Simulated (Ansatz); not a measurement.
Input, command and steps of an Ansatz relaxation.

```yaml
crystal:
  lattice:
    - [-2.0025216815, 2.0025216815, 5.993446659]
    - [2.0025216815, -2.0025216815, 5.993446659]
    - [2.0025216815, 2.0025216815, -5.993446659]
  atoms:
    - { symbol: Ba, position: [0.0, 0.0, 0.0] }
    - { symbol: B, position: [0.3129469353, 0.3129469353, 0.0] }
    - { symbol: B, position: [0.6870530647, 0.6870530647, 0.0] }
    - { symbol: Rh, position: [0.75, 0.25, 0.5] }
    - { symbol: Rh, position: [0.25, 0.75, 0.5] }
basis:
  ecutwfc: 500
kpoints:
  mp_grid: { grid: [12, 12, 12] }
hamiltonian:
  xc: r2scan
scf:
  occupations: { method: gaussian, width: 0.1 }
output:
  forces: true
  stress: true
  eigenvalues: true
relax:
  adjacent_minimum: "off"
  f_tol: 0.01
  max_steps: 30
  cell: { stress_tol: 0.1, fix: [volume] }
```

```bash
ansatz run input.yaml --threads 1 --pin off --max-ram 2560MiB --backend cpu --events-out ev --progress --plain --runs-dir out
```

All numbers below come from DFT r2SCAN, scalar-relativistic, plane waves, PAW (Ansatz).

The volume is held at 1.1 times that of the relaxed cell.

Of 4 frames 3 are shown, positions in Å and forces in eV/Å; the SCF threshold varies from step to step. Steps run on the plane waves of an earlier cell, with a Pulay correction in the pressure. The basis is chosen afresh for the last frame, the zero of the energies, and at times for earlier ones too; energy and pressure can step there, also at an unchanged geometry. Where two frames share a geometry here, they differ by under 2 meV/atom and 0.3 GPa.

```xyz
5
Lattice="-2.0025 2.0025 5.9934 2.0025 -2.0025 5.9934 2.0025 2.0025 -5.9934" Properties=species:S:1:pos:R:3:forces:R:3 pbc="T T T" step=1 free_energy_over_end_meV_per_atom=3.44 pressure_GPa=-8.52
Ba    0.0000    0.0000    0.0000    0.0000    0.0000    0.0000
B     0.0000    0.0000    3.7513    0.0000    0.0000   -0.3237
B     0.0000    0.0000    8.2356    0.0000    0.0000    0.3237
Rh    0.0000    2.0025    2.9967    0.0000    0.0000    0.0000
Rh    2.0025    0.0000    2.9967    0.0000    0.0000    0.0000
5
Lattice="-1.9932 1.9932 6.0493 1.9932 -1.9932 6.0493 1.9932 1.9932 -6.0493" Properties=species:S:1:pos:R:3:forces:R:3 pbc="T T T" step=2 free_energy_over_end_meV_per_atom=0.06 pressure_GPa=-7.20
Ba    0.0000    0.0000    0.0000    0.0000    0.0000    0.0000
B     0.0000    0.0000    3.7596    0.0000    0.0000   -0.0538
B     0.0000    0.0000    8.3391    0.0000    0.0000    0.0538
Rh    0.0000    1.9932    3.0247    0.0000    0.0000    0.0000
Rh    1.9932    0.0000    3.0247    0.0000    0.0000    0.0000
5
Lattice="-1.9926 1.9926 6.0530 1.9926 -1.9926 6.0530 1.9926 1.9926 -6.0530" Properties=species:S:1:pos:R:3:forces:R:3 pbc="T T T" step=4 free_energy_over_end_meV_per_atom=0.00 pressure_GPa=-6.98
Ba    0.0000    0.0000    0.0000    0.0000    0.0000    0.0000
B     0.0000    0.0000    3.7559    0.0000    0.0000    0.0033
B     0.0000    0.0000    8.3502    0.0000    0.0000   -0.0033
Rh    0.0000    1.9926    3.0265    0.0000    0.0000    0.0000
Rh    1.9926    0.0000    3.0265    0.0000    0.0000    0.0000
```

Time: 81 s on 1 thread of AMD EPYC 9R45 96-Core Processor (Zen 5) (shared host), peak memory 0.96 GiB.